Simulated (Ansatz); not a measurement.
CdTe:
```
CELL_PARAMETERS angstrom
      3.78615     0.00000     0.00000
      0.00000     3.78615     0.00000
      0.00000     0.00000     3.78615
ATOMIC_POSITIONS crystal
  Cd 0.00000 0.00000 0.00000
  Te 0.50000 0.50000 0.50000
```

Relaxed with PBE. Special points in fractions of this cell's reciprocal vectors: Γ (0.000, 0.000, 0.000); X (0.000, 0.500, 0.000); M (0.500, 0.500, 0.000); R (0.500, 0.500, 0.500).

Problem. List the band energies nearest the Fermi level at these points for PBE with spin–orbit coupling in the plane-wave PAW code Ansatz.

Solution. In eV from the Fermi level; about four levels below and three above (degenerate sets whole), none deeper than 8.9 eV; points with the same levels are listed once.

```json
[
 {"k": "Γ", "below": "-0.64 -0.64 -0.64 -0.64", "above": "4.99 4.99 4.99 4.99"},
 {"k": "X", "below": "-8.03 -8.03 -5.81 -5.81", "above": "0.02 0.02 0.74 0.74"},
 {"k": "M", "below": "-4.03 -4.03 -1.94 -1.94", "above": "0.68 0.68 6.47 6.47"},
 {"k": "R", "below": "-1.98 -1.98 -1.98 -1.98", "above": "0.41 0.41 0.82 0.82"}
]
```

Space group Pm-3m (CsCl type). The start of the workflow was typed in or built on a structure type; neither database checked (COD, Materials Project) lists it. It is not the phase usual at ambient conditions (space group No. 216). The cell was relaxed with PBE under the symmetry of its start; its stability against distortions is not shown here. The volume moved by 18 % from the start of the relaxation.

Potentials: the earlier of the program's two PAW sets.
